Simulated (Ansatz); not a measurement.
Pt$_{3}$Pb (Cu3Au type, Pm-3m), a = b = c = 4.0931 Å, α = β = γ = 90.00°.

This is the r²SCAN-relaxed structure.

**Question.** All from plane-wave PAW r²SCAN (Ansatz code), unless another level is named. Give the density of states at the Fermi level.

**Answer.** 0.30 states/eV per atom (mean over ±0.08 eV).

**Question.** Next, the formation energy from the elements (no fitted shifts)?

**Answer.** -0.12 eV/atom.

**Question.** What about the gap with spin–orbit coupling?

**Answer.** none (metallic).

The workflow started from an entry of the Crystallography Open Database (COD). Whether it is the stable phase at ambient conditions was not checked. Symmetry was held in the r²SCAN relaxation; whether a distortion lowers the energy is not shown. The run is not spin-polarised. The references are the lowest solids computed at this level, not always the standard phases. Scalar-relativistic: spin–orbit coupling is off unless named, which matters more the heavier the elements.

Potentials: the later of the program's two PAW sets.
